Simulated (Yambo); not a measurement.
G0W0@LDA for CsSnI₃ (cubic perovskite, space group Pm-3m, No. 221) in Yambo. Reference settings: 2×2×2 Γ-centred k mesh, 436 bands and a 8 Ry block in the screening, 436 bands in G with the Bruneval-Gonze terminator, plasmon pole fitted at 27.2 eV. The LDA gap R → R on this mesh is 0.44 eV; G0W0 gaps are taken between the same points.

The settings were changed. The gap went from 1.18 eV to 1.12 eV, and the shift of the valence edge from -0.65 eV to -0.46 eV.

Q: Which change was made?
A. 146 bands in G
B. 268 bands in G, no terminator
C. 3 Ry block
D. 268 bands in W, 268 bands in G

A: B, 268 bands in G, no terminator. The others gave (gap, valence shift): 3 Ry block: 0.96, -0.33 eV; 146 bands in G: 1.17, -0.59 eV; 268 bands in W, 268 bands in G: 1.15, -0.55 eV.

The standard potential for Sn keeps a d shell in the valence without the s and p states of that shell. In tests on such compounds this moved G0W0 gaps by up to about 0.9 eV, so absolute quasiparticle energies here are unreliable; differences between settings are what counts.

Spin-orbit coupling is not included.

Geometry of the Materials Project entry, not relaxed at this level; primitive cell a = b = c = 6.2862 Å, α = β = γ = 90.00°.

A shift is the quasiparticle energy of the state minus its LDA energy.
